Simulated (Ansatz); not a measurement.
The crystal of Hf2Cu (I4/mmm), relaxed at this level, has 18.53 Å³/atom and no gap on the mesh:

```
Hf Cu
1.0
    -1.57918    1.57918    5.57137
     1.57918   -1.57918    5.57137
     1.57918    1.57918   -5.57137
Hf Cu
2 1
Cartesian
  0.0000 0.0000 3.8331
  0.0000 0.0000 7.3096
  0.0000 0.0000 0.0000
```

Cells of 15 atoms of this composition were thrown in at random at the volumes given and pushed apart as soft spheres, like charges further apart, which can already order a small cell. Each cell was relaxed without symmetry on coarser meshes and computed once more; the crystal stands on its own mesh of 18×18×18. Level of theory: DFT r2SCAN, scalar-relativistic, plane waves, PAW (Ansatz).

Plane waves to 500 eV, a k mesh through Γ of 2×2×3 on the computed 15-atom cell and Gaussian smearing (0.10 eV); no spin polarisation. Other cells take the settings in the table.

The relaxation ran on 2×2×2 (shifted) k points with a smearing of 0.1 eV.

Problem. Where do the relaxations end?

Solution. One draw a row:

```tsv
start V/V(crystal)	E − E(crystal) (meV/atom)	final V/V(crystal)	gap on mesh (eV)	space group at 0.1 Å	k mesh	P (GPa)	largest force (eV/Å)	relaxation
1.00	209	1.008	0.00	n/a	2×3×3	0.6	0.67	stopped early
1.08	237	1.025	0.00	n/a	2×2×3	0.1	0.61	stopped early
```

The k mesh is coarse. Spin-orbit coupling is left out, which matters for the bands of heavy elements.

Cost: 4 runs of about 55 core-minutes in all (earlier runs that led there not counted), on Arm Neoverse V1 (shared hosts).